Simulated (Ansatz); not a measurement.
One crystal and one scan (scan of one atom of the cell) at two levels, r2SCAN (plane waves to 500 eV, PAW, scalar-relativistic; Ansatz, an electronic-structure program) and PBE (plane waves to 420 eV, PAW, scalar-relativistic; Ansatz), each from its own relaxed cell and on its own mesh. The cell shown is that of r2SCAN.

Relaxed ZnS (zinc blende):

```
ZnS
1.0
    0.00000     2.69456     2.69456
    2.69456     0.00000     2.69456
    2.69456     2.69456     0.00000
S Zn
1 1
Direct
  0.75000   0.75000   0.75000
  0.00000   0.00000   0.00000
```

Scan: atom 2 (Zn, nearest neighbour S at 2.334 Å; its periodic images, 3.8 Å or more away, move with it) is displaced along Cartesian [110], direction (0.707, 0.707, 0.000) in Cartesian axes, by s. The other atoms stay.

E stands for the smeared free energy. ZnS was relaxed with its symmetry unable to fall. Percentages come from the unrounded values.

Results of r2SCAN:

- Lattice constant a (Å) = 5.389
- Band gap of the relaxed cell, no spin-orbit coupling (eV) = 2.70
- Force constant k = d²E/ds² at s = 0 (finite differences) (eV/Å²) = 5.91
- Shape of the curve = a single well with its minimum at or next to zero displacement

Question: What does PBE give for the same quantities?

Answer: 
```tsv
quantity	PBE	r2SCAN − PBE
Lattice constant a (Å)	5.443	-0.054 (-1.0 %)
Band gap of the relaxed cell, no spin-orbit coupling (eV)	2.02	+0.68 (+34 %)
Force constant k = d²E/ds² at s = 0 (finite differences) (eV/Å²)	5.35	+0.56 (+10 %)
```

r2SCAN gives the higher value for: band gap of the relaxed cell, no spin-orbit coupling; force constant k = d²E/ds² at s = 0. r2SCAN gives the lower value for: lattice constant a. Both give the same shape of the curve: a single well with its minimum at or next to zero displacement. Neither level is exact: the differences show how much the result hangs on the functional.

(A displaced cell: forces are minus the slopes of the energy, force constants its curvatures, and phonons follow from these.)
